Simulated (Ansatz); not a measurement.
A short bond in Rh (hcp type)

```
Rh
1.0
     2.71573    0.00000    0.00000
    -1.35787    2.35189    0.00000
     0.00000    0.00000    4.39949
Rh
2
Direct
  0.33333 0.66667 0.25000
  0.66667 0.33333 0.75000
```

The cell is a prototype at a set volume, not relaxed; it needn't be the stable phase.

Its shortest bond, of 2.701 Å between atom 1 (Rh) and the nearest image of atom 2 (Rh), is scaled by moving both atoms along it, with the cell held. The force apart is half the difference of the two atoms' forces along the bond; it holds the pull and push of their other neighbours too.

Computed with Ansatz 0.2.0; functional PBEsol, scalar-relativistic. Settings: a Γ-centred 13×13×7 k mesh, Fermi–Dirac smearing of 0.05 eV, no spin polarisation. Methods: LAPW: all electrons, basis error target 1 meV/atom; PAW: frozen-core files, cutoff 420 eV; crystal datasets: all electrons, by PAW datasets that the program makes for each cell; PAW (cutoff 600 eV): frozen-core files, cutoff 600 eV.

Energies are extrapolated to zero smearing and count from the unscaled cell; pressure is positive in compression; gaps take the mesh and a band path. No temperature or zero-point motion is included.

The PAW files were made under PBE.

| bond (Å) | force apart (eV/Å) | P LAPW (GPa) | ΔE LAPW (eV/atom) | P PAW − LAPW (GPa) | ΔE PAW − LAPW (meV/atom) | force PAW − LAPW (eV/Å) |
| --- | --- | --- | --- | --- | --- | --- |
| 2.701 | 0.00 | -9.56 | 0.000 | 0.01 | 0.0 | 0.000 |
| 2.539 | 1.28 | -6.73 | 0.051 | 0.01 | -0.1 | -0.001 |
| 2.377 | 2.96 | 2.21 | 0.219 | 0.01 | -0.2 | -0.002 |
| 2.215 | 5.86 | 18.64 | 0.562 | -0.02 | -0.6 | -0.007 |
| 2.053 | 10.99 | ? | 1.225 | -0.13 | -1.8 | -0.023 |

(1) Give the missing entry: row "2.053", column "P LAPW (GPa)".

(2) At the last bond length, how far do crystal datasets and PAW (cutoff 600 eV) lie from LAPW in pressure and in the largest force component?

## Answers

(1) 45.7.

(2) crystal datasets: +0.01 GPa, 0.002 eV/Å; PAW (cutoff 600 eV): -0.17 GPa, 0.032 eV/Å, on a LAPW pressure of 45.7 GPa.
